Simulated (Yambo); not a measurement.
AlP (zinc blende, space group F-43m, No. 216), G0W0@LDA (Yambo, plasmon pole, terminator in G, 4×4×4 mesh): gap Γ → X in eV by bands and screening block.

```json
[
 {"bands (W and G)": "23", "2 Ry": "2.10", "5 Ry": "2.29", "8 Ry": "…", "11 Ry": "2.35", "14 Ry": "2.35"},
 {"bands (W and G)": "47", "2 Ry": "2.06", "5 Ry": "2.29", "8 Ry": "2.37", "11 Ry": "…", "14 Ry": "2.40"},
 {"bands (W and G)": "76", "2 Ry": "2.06", "5 Ry": "2.30", "8 Ry": "2.40", "11 Ry": "2.42", "14 Ry": "2.43"},
 {"bands (W and G)": "112", "2 Ry": "2.06", "5 Ry": "2.30", "8 Ry": "…", "11 Ry": "2.44", "14 Ry": "2.45"},
 {"bands (W and G)": "148", "2 Ry": "2.06", "5 Ry": "2.30", "8 Ry": "2.42", "11 Ry": "2.44", "14 Ry": "2.46"}
]
```

Estimate the withheld gaps from their neighbours; the computed values follow.


- 23, 8 Ry: 2.34
- 47, 11 Ry: 2.39
- 112, 8 Ry: 2.41

The largest settings aren't shown to be the converged limit.

Geometry relaxed with LDA; primitive cell a = 3.838 Å, b = 3.838 Å, c = 3.838 Å, α = 60.00°, β = 60.00°, γ = 60.00°.
